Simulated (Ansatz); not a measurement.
Ge2Sb2Te5 and the effect of the strain (εxy = 0.5 s)

```xyz
9
Lattice="4.2941 0.0000 0.0000 -2.1470 3.7188 0.0000 0.0000 0.0000 17.1013" Properties=species:S:1:pos:R:3 pbc="T T T"
Te    2.1470    1.2396    7.1807
Te    0.0000    2.4792    9.9206
Te    0.0000    2.4792    3.4466
Te    2.1470    1.2396   13.6547
Te    0.0000    0.0000    0.0000
Sb    0.0000    0.0000    5.4736
Sb    0.0000    0.0000   11.6278
Ge    2.1470    1.2396    1.7596
Ge    0.0000    2.4792   15.3417
```

The cell comes from a database or a generator and needn't be the stable form of this composition.

Kept alike: task single point; functional PBE; k mesh 5 × 5 × 2; occupations fermi-dirac, width 0.05 eV; no spin polarisation. Program: Ansatz, Ansatz PAW, cutoff 420 eV. The mesh is that of the run's cell of 9 atoms. No spin-orbit coupling.

| run | stress xy (GPa) | free energy over the lowest row (meV/atom) |
| --- | --- | --- |
| A | -0.72 | 1.37 |
| B | 0.72 | 1.37 |
| C | -1.42 | 5.47 |
| D | -0.36 | 0.34 |
| E | 0.00 | 0.00 |

Stress is positive in compression, with a Pulay correction for the finite cutoff. The cell shown is the unstrained one; x, y and z are its Cartesian axes; atoms keep their fractions. Shear stress takes the same sign, opposite to σ = Cε, so its slope is minus the stiffness.

Q: The runs differ in the strain (εxy = 0.5 s) alone: -0.02; 0; 0.01; 0.02; 0.04. Which run is which?

A: Run A is 0.02; run B is -0.02; run C is 0.04; run D is 0.01; run E is 0. The stress xy falls from 0.72 to -1.42 GPa between -0.02 and 0.04. A parabola through the five rows nearest s = 0 has a slope of -36 GPa per unit of s at s = 0, so the stiffness that links it to this strain is about 36 GPa; the fractions stay fixed. The free energy is lowest at 0, and 5.47 meV an atom higher at 0.04.
